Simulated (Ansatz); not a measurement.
GaN:
```yaml
crystal:
  lattice:
    - [3.12520, 0.00000, 0.00000]
    - [-1.56260, 2.70650, 0.00000]
    - [0.00000, 0.00000, 7.35852]
  atoms:
    - { symbol: Ga, position: [0.50000, 0.00000, 0.50000] }
    - { symbol: Ga, position: [0.00000, 0.50000, 0.16667] }
    - { symbol: Ga, position: [0.50000, 0.50000, 0.83333] }
    - { symbol: N, position: [0.50000, 0.00000, 0.00000] }
    - { symbol: N, position: [0.00000, 0.50000, 0.66667] }
    - { symbol: N, position: [0.50000, 0.50000, 0.33333] }
```

This is the PBEsol-relaxed structure. Tensor components refer to the Cartesian frame of this cell.

All from PBEsol (plane waves, PAW; program Ansatz), unless another level is named. Give the Young's modulus.

317 GPa.

Give the piezoelectric stress constants (proper, relaxed ions, C/m²).

e14 = -0.18, e25 = 0.18.

Space group P6_222. The start of the workflow was typed in or built on a structure type; neither database checked (COD, Materials Project) lists it. It is not the phase usual at ambient conditions (space group No. 186, 216). The cell was relaxed with PBEsol under the symmetry of its start; whether a distortion lowers the energy is not shown.

Potentials: the later of the program's two PAW sets.
